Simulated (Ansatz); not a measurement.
CdS:
```
CdS
1.0
    0.00000     2.72673     2.72673
    2.72673     0.00000     2.72673
    2.72673     2.72673     0.00000
Cd S
1 1
Cartesian
  0.00000   0.00000   0.00000
  2.72673   2.72673   2.72673
```

Relaxed with r²SCAN. Special points in fractions of this cell's reciprocal vectors: Γ (0.000, 0.000, 0.000); X (0.500, 0.000, 0.500); U (0.625, 0.250, 0.625); K (0.375, 0.375, 0.750); L (0.500, 0.500, 0.500); W (0.500, 0.250, 0.750).

**Question.** List the band energies nearest the valence-band maximum at these points for plane-wave PAW r²SCAN with spin–orbit coupling (Ansatz code).

**Answer.** In eV from the valence-band maximum; about four levels below and three above (degenerate sets whole), none deeper than 8.9 eV; points with the same levels are listed once.

| k | below | above |
|---|---|---|
| Γ | -0.75 -0.75 -0.75 -0.75 | 1.59 1.59 9.65 9.65 9.65 9.65 |
| X | -2.27 -2.27 -2.16 -2.16 | 0.74 0.74 6.39 6.39 |
| U | -3.54 -3.54 -1.44 -1.44 | 2.59 2.59 7.07 7.07 |
| L | -0.02 -0.02 0.00 0.00 | 4.01 4.01 6.28 6.28 |
| W | -3.29 -3.29 -2.81 -2.81 | 3.88 3.88 7.39 7.39 |

Space group Fm-3m (rock salt). This is a known high-pressure phase of the composition, computed here at zero pressure and temperature. Symmetry was held in the r²SCAN relaxation; phonons on a q-mesh show no instability.

Potentials: the later of the program's two PAW sets.
